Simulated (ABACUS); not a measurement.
Set-up for a self-consistent single point of TiO2 (I4_1/amd, 12 atoms in the cell; from Materials Project mp-390, changed as shown).

```yaml
crystal:
  lattice:
    - [3.70689, 0.00000, 0.00000]
    - [0.00000, 3.70689, 0.00000]
    - [0.00000, 0.00000, 9.42272]
  atoms:
    - { symbol: Ti, position: [0.00000, 0.00000, 0.00000] }
    - { symbol: Ti, position: [0.00000, 0.50000, 0.25000] }
    - { symbol: Ti, position: [0.50000, 0.50000, 0.50000] }
    - { symbol: Ti, position: [0.50000, 0.00000, 0.75000] }
    - { symbol: O, position: [0.00000, 0.50000, 0.45715] }
    - { symbol: O, position: [0.00000, 0.00000, 0.20715] }
    - { symbol: O, position: [0.50000, 0.50000, 0.29285] }
    - { symbol: O, position: [0.00000, 0.50000, 0.04285] }
    - { symbol: O, position: [0.50000, 0.00000, 0.95715] }
    - { symbol: O, position: [0.50000, 0.50000, 0.70715] }
    - { symbol: O, position: [0.00000, 0.00000, 0.79285] }
    - { symbol: O, position: [0.50000, 0.00000, 0.54285] }
```

Method: ABACUS 3.10.1 with PBE, numerical atomic orbitals DZP (confined pseudo-atomic orbitals with Gaussian additions; energy shift 0.01 Ry), PseudoDojo 0.5 standard norm-conserving PBE (tails mended) pseudopotentials.

ABACUS settings:

- basis: DZP numerical atomic orbitals, energy shift 0.01 Ry
- KPT: Gamma 6 6 2 0 0 0
- basis_type: lcao
- dft_functional: PBE
- ecutwfc: 100 Ry
- smearing_method: fd
- smearing_sigma: 0.000734986 Ry
- potentials: PseudoDojo 0.5 standard norm-conserving PBE (tails mended)
- symmetry: 1
- symmetry_prec: 1e-05
- ks_solver: scalapack_gvx
- scf_nmax: 100
- scf_thr: 1.0e-06
- mixing_type: pulay
- mixing_beta: 0.4

Results:

```
Property                                                  Result
------------------------------------------------  --------------
Number of valence electrons                                   96
Number of bands                                               58
Number of k-points after the program's reduction              20
Size of the basis                                            208
Number of SCF iterations                                      12
Free energy E − TS                                -10076.4122 eV
Top of the valence band (on the code's own zero)         8.03 eV
Gap on the k-point mesh                                  2.23 eV
Pressure                                               18.26 GPa
Largest force (vector length)                         0.385 eV/Å
```

Forces (eV/Å):
| atom | Fx | Fy | Fz |
|---|---|---|---|
| Ti1 | 0.000 | 0.000 | 0.000 |
| Ti2 | 0.000 | 0.000 | 0.000 |
| Ti3 | 0.000 | 0.000 | 0.000 |
| Ti4 | 0.000 | 0.000 | 0.000 |
| O5 | 0.000 | 0.000 | 0.380 |
| O6 | 0.000 | 0.000 | 0.381 |
| O7 | 0.000 | 0.000 | -0.385 |
| O8 | 0.000 | 0.000 | -0.381 |
| O9 | 0.000 | 0.000 | 0.385 |
| O10 | 0.000 | 0.000 | 0.384 |
| O11 | 0.000 | 0.000 | -0.380 |
| O12 | 0.000 | 0.000 | -0.384 |

Stress (GPa, positive for compression):
```
17.84   0.00   0.00
 0.00  17.84   0.00
 0.00   0.00  19.10
```

The gap is read on the k-point mesh of the run and can differ from the gap over the whole zone at this level.

For comparison: a first run was changed to give this one (lattice scaled by 0.98), and from it to this one the free energy goes up by 43.7 meV/atom, the pressure goes from 3.13 to 18.26 GPa, the largest force goes from under 0.1 to 0.38 eV/Å and the gap on the mesh goes from 2.087 to 2.226 eV.

The atom-centred basis is finite, which shifts total energies, pressures, gaps and forces against plane waves. The structure comes from a collection of computed structures, made at another level of theory; the collection holds predicted forms beside known ones.

Cost on one core: around 40 core-seconds (rough).

The atomic orbitals were generated for these runs; they are not ABACUS's published sets and were checked against plane waves on a few crystals only.

“Tails mended”: in these copies of the files the far tail of each local potential was reset to the Coulomb form.
